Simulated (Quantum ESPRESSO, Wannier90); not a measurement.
## Wannier functions of Ta2O5 (P2/m)

```xyz
7
Lattice="3.8414 0.0000 0.0000 0.0000 3.8627 0.0000 -1.8189 0.0000 6.5290" Properties=species:S:1:pos:R:3 pbc="T T T"
Ta    -0.9667     0.0000    -1.3625
Ta     0.9667     0.0000     1.3625
O     -0.9311     1.9314    -1.3167
O      0.9311     1.9314     1.3167
O      0.9643     0.0000    -0.8447
O     -0.9643     0.0000     0.8447
O      1.0112     0.0000     3.2645
```

Structure: Materials Project mp-1238961, symmetrised, not relaxed again. Not found in the COD (Crystallography Open Database) copy used, which has the formula in other groups; not checked further. Computed values, not measurements, from PBEsol: Quantum ESPRESSO (norm-conserving PseudoDojo potentials, cutoff 68 Ry, spinors with spin-orbit coupling) on a Γ-centred 4×4×4 mesh, then Wannier90. Density: 8×8×6 mesh, cold smearing 0.01 Ry.

A tight-binding model is made by disentanglement and projection with no localisation steps (num_iter = 0), so the 50 orbitals stay atom-like: hydrogen-like Ta: d; O: p, axes along x, y, z; frozen window up to 3.67 eV relative to the valence-band maximum. It follows pw.x to 2.8 meV rms for states up to 3.2 eV relative to the valence-band maximum. Matrix elements depend on this choice of orbitals and windows.

### Question
What are the on-site energies relative to the valence-band maximum, and how fast do the hoppings decay?

### Answer
```tsv
atom	orbitals	energy (eV)
Ta1	dz2↑ dz2↓	6.02
Ta1	dxz↑ dxz↓	3.09
Ta1	dyz↑ dyz↓ dxy↑ dxy↓	3.22
Ta1	dx2-y2↑ dx2-y2↓	6.79
Ta2	dz2↑ dz2↓	6.02
Ta2	dxz↑ dxz↓	3.09
Ta2	dyz↑ dyz↓ dxy↑ dxy↓	3.22
Ta2	dx2-y2↑ dx2-y2↓	6.79
O3	pz↑ pz↓ px↑ px↓	-0.88
O3	py↑ py↓	-1.55
O4	pz↑ pz↓ px↑ px↓	-0.88
O4	py↑ py↓	-1.55
O5	pz↑ pz↓	-2.34
O5	px↑ px↓	-2.56
O5	py↑ py↓	-1.69
O6	pz↑ pz↓	-2.34
O6	px↑ px↓	-2.56
O6	py↑ py↓	-1.69
O7	pz↑ pz↓	-2.24
O7	px↑ px↓	-1.80
O7	py↑ py↓	-1.53
```

```
distance of the centres (Å)  largest modulus (eV)
---------------------------  --------------------
1–2                                           3.6
2–3                                           2.6
3–4                                          0.38
4–5                                          0.12
5–6                                         0.057
6–7                                         0.030
```

Effective spin-orbit constants λ of λ L·S, from the same-site elements px↑–py↑ (λ/2) and dx2-y2↑–dxy↑ (λ), where they are among the larger elements: Ta1 d 0.35 eV, Ta2 d 0.35 eV.
